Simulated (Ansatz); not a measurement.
Si$_{2}$W:
```yaml
crystal:
  lattice:
    - [4.58087, 0.00000, 0.00000]
    - [-2.29044, 3.96715, 0.00000]
    - [0.00000, 0.00000, 6.61026]
  atoms:
    - { symbol: Si, position: [0.83643, 0.67285, 0.50000] }
    - { symbol: Si, position: [0.16357, 0.83643, 0.83333] }
    - { symbol: Si, position: [0.32715, 0.16357, 0.16667] }
    - { symbol: Si, position: [0.16357, 0.32715, 0.50000] }
    - { symbol: Si, position: [0.83643, 0.16357, 0.83333] }
    - { symbol: Si, position: [0.67285, 0.83643, 0.16667] }
    - { symbol: W, position: [0.00000, 0.50000, 0.16667] }
    - { symbol: W, position: [0.50000, 0.00000, 0.50000] }
    - { symbol: W, position: [0.50000, 0.50000, 0.83333] }
```

Relaxed with r²SCAN. Special points in fractions of this cell's reciprocal vectors: Γ (0.000, 0.000, 0.000); M (0.500, 0.000, 0.000); K (0.333, 0.333, 0.000); A (0.000, 0.000, 0.500); L (0.500, 0.000, 0.500); H (0.333, 0.333, 0.500).

List the band energies nearest the valence-band maximum at these points for DFT-r²SCAN with spin–orbit coupling in the program Ansatz with PAW potentials.

In eV from the valence-band maximum; about four levels below and three above (degenerate sets whole), none deeper than 8.9 eV; points with the same levels are listed once.

```csv
k,below,above
Γ,-2.74 -2.74 -1.01 -1.01,2.36 2.36 2.38 2.38
M,-1.26 -1.26 -0.69 -0.69,0.10 0.10 0.93 0.93
K,-1.28 -1.28 -1.14 -0.86 -0.86,0.99 0.99 1.17 1.17
A,-0.82 -0.82 -0.75 -0.75,2.01 2.01 2.21 2.21
L,-1.32 -1.32 0.00 0.00,0.82 0.82 1.19 1.19
H,-1.46 -1.46 -0.62 -0.62,0.62 0.62 0.63
```

Space group P6_222. The first step of the workflow began from a Materials Project structure, measured or hypothetical; the Crystallography Open Database copy checked does not list it. It is not the phase usual at ambient conditions (space group No. 139). Symmetry was held in the r²SCAN relaxation; phonons on a q-mesh show no instability. No spin polarisation was allowed.

Potentials: the earlier of the program's two PAW sets.
